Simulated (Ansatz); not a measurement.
SiS2 in space group P3_221 (No. 154; Si on 3a, S on 6c), PBE in the plane-wave PAW code Ansatz, all energies at zero smearing, with the estimated change up to a 700 eV cutoff added, with one set of potentials and settings (totals compare only within such a set). Cell of 9 atoms (3 Si, 6 S): -7324.445 eV.

```tsv
element	reference phase	E (eV/atom)
Si	Fd-3m, 2 atoms in the cell	-635.8114
S	Fddd, 32 atoms in the cell	-902.0602
```

Formation energy per atom, worked out: (-7324.445 − 3×(-635.8114) − 6×(-902.0602))/9 = -0.517 eV/atom (-50 kJ per mol of atoms), at 0 K, without zero-point energy or fitted corrections.

The start of the workflow was typed in or built on a structure type; neither database checked (COD, Materials Project) lists it. COD files the formula under space group No. 72, 122. Whether it is the stable phase at ambient conditions was not checked. The PBE relaxation kept the symmetry of its start; its stability against distortions is not shown here. The volume moved by -19 % from the start of the relaxation. The references are the lowest solids computed at this level, not always the standard phases.

Potentials: the earlier of the program's two PAW sets.
